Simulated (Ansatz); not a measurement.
Is this KAl3H9 structure a true minimum?

The cell was found from a structure generator's guess, not taken from experiment.

Computed with DFT PBE, scalar-relativistic, plane waves, PAW (Ansatz 0.2.0). Plane waves to 420 eV, a k mesh through Γ of 10×6×8 on the computed 13-atom cell and Gaussian smearing (0.10 eV); no spin polarisation.

The cell below (13 atoms, space group Pmm2 (No. 25)) is relaxed within its symmetry.

```
CELL_PARAMETERS angstrom
3.56529 0.00000 0.00000
0.00000 6.76442 0.00000
0.00000 0.00000 5.79865
ATOMIC_POSITIONS crystal
K 0.50000 0.50000 0.46597
Al 0.00000 0.24650 0.00345
Al 0.00000 0.75350 0.00345
Al 0.00000 0.00000 0.53424
H 0.50000 0.25104 0.01784
H 0.00000 0.00000 0.91733
H 0.00000 0.50000 0.09228
H 0.00000 0.18626 0.30304
H 0.00000 0.28381 0.71253
H 0.50000 0.74896 0.01784
H 0.00000 0.81374 0.30304
H 0.00000 0.71619 0.71253
H 0.50000 0.00000 0.56792
```

For the test it was strained at random (σ = 1.5 % a component), the atoms were moved at random (σ = 0.10 Å), and all was relaxed again on a coarse 6×4×4 mesh (in the run’s order of axes) with 0.20 eV smearing, with no symmetry imposed.

The cell is a metal run without spin; a magnetic state may lie lower.

**Question.** What happens?

**Answer.** It returns, within 1 meV/atom of the unmoved cell on that mesh and with the same symmetry when read at 0.1 Å. So it is stable against the distortions that fit this cell and that this random move excites. Modes that don't fit the cell aren't tested.
